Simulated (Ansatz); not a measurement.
Starting cell, PbS (rock salt):

```
CELL_PARAMETERS angstrom
      0.00000     6.00891     6.00891
      3.00445     0.00000     3.00445
      3.00445     3.00445     0.00000
ATOMIC_POSITIONS crystal
  S  0.00000 0.00000 0.00000
  S  0.50000 0.00000 0.00000
  Pb 0.25000 0.50000 0.50000
  Pb 0.75000 0.50000 0.50000
```

The atoms are displaced by Q × the pattern below (from a DFPT mode at L = (0.5, 0.0, 0.0), largest move 1; Q in Å), at fixed cell. (q is in reciprocal vectors of the primitive cell; the cell shown is doubled to hold the pattern.)

```json
[
 {"atom": "Pb3", "x": "0.577", "y": "-0.577", "z": "-0.577"},
 {"atom": "Pb4", "x": "-0.577", "y": "0.577", "z": "0.577"}
]
```

Atoms not listed stay in place.

These are PBE (plane waves to 420 eV, PAW, scalar-relativistic; Ansatz, a first-principles code) values and carry that method's errors. k mesh 5×10×10 (Γ-centred), Fermi-Dirac smearing 0.05 eV. The energy includes the smearing's −TS. PbS was relaxed with its symmetry unable to fall. Spin-orbit coupling is left out, though Pb is heavy. ΔE is measured from the undisplaced structure.

The scan covers Q from -0.180 to 0.180 Å in 13 points.

### Question
Which space group does the distorted structure have?

### Answer
R-3m (No. 166), lowered from Fm-3m.

### Question
Is this a single well or a double well?

### Answer
A single well with its minimum at or next to zero displacement.

### Question
What is the energy change at Q = 0.180 Å?

### Answer
259.1 meV/cell.

### Question
What harmonic wavenumber does the curvature at Q = 0 give?

### Answer
103 cm⁻¹.

(A displaced cell: forces are minus the slopes of the energy, force constants its curvatures, and phonons follow from these.)
